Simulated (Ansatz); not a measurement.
This cell of LiNbO₃ (LiNbO3 type, space group R3c) is off equilibrium:

```yaml
crystal:
  lattice:
    - [2.55271, 1.47381, 4.59587]
    - [-2.55271, 1.47381, 4.59587]
    - [0.00000, -2.94762, 4.59587]
  atoms:
    - { symbol: Li, position: [0.70221, 0.70221, 0.70221] }
    - { symbol: Li, position: [0.20221, 0.20221, 0.20221] }
    - { symbol: Nb, position: [0.98437, 0.98437, 0.98437] }
    - { symbol: Nb, position: [0.48437, 0.48437, 0.48437] }
    - { symbol: O, position: [0.61637, 0.88080, 0.26596] }
    - { symbol: O, position: [0.88080, 0.26596, 0.61637] }
    - { symbol: O, position: [0.26596, 0.61637, 0.88080] }
    - { symbol: O, position: [0.76596, 0.38080, 0.11637] }
    - { symbol: O, position: [0.38080, 0.11637, 0.76596] }
    - { symbol: O, position: [0.11637, 0.76596, 0.38080] }
```

All values below come from PBE (plane waves to 420 eV, PAW, scalar-relativistic; Ansatz, a program for electronic structure). k mesh 8×8×8 (Γ-centred), Fermi-Dirac smearing 0.05 eV. The energy includes the smearing's −TS. Compression counts positive. LiNbO3 is run without spin polarisation. LiNbO3 was relaxed with its symmetry unable to fall.

Problem. What is the stress tensor (GPa)?

Solution. 
```
   5.64     0.00     0.00
   0.00     5.64     0.00
   0.00     0.00     6.15
```
The pressure, a third of the trace, is 5.81 GPa.

Problem. It is the relaxed cell scaled evenly to V/V₀ = 0.952, atoms relaxed where free. What is its energy relative to the relaxed cell?

Solution. 9.0 meV/atom.

(Under strain, the slope of the energy per volume gives the stress and its curvature an elastic modulus.)
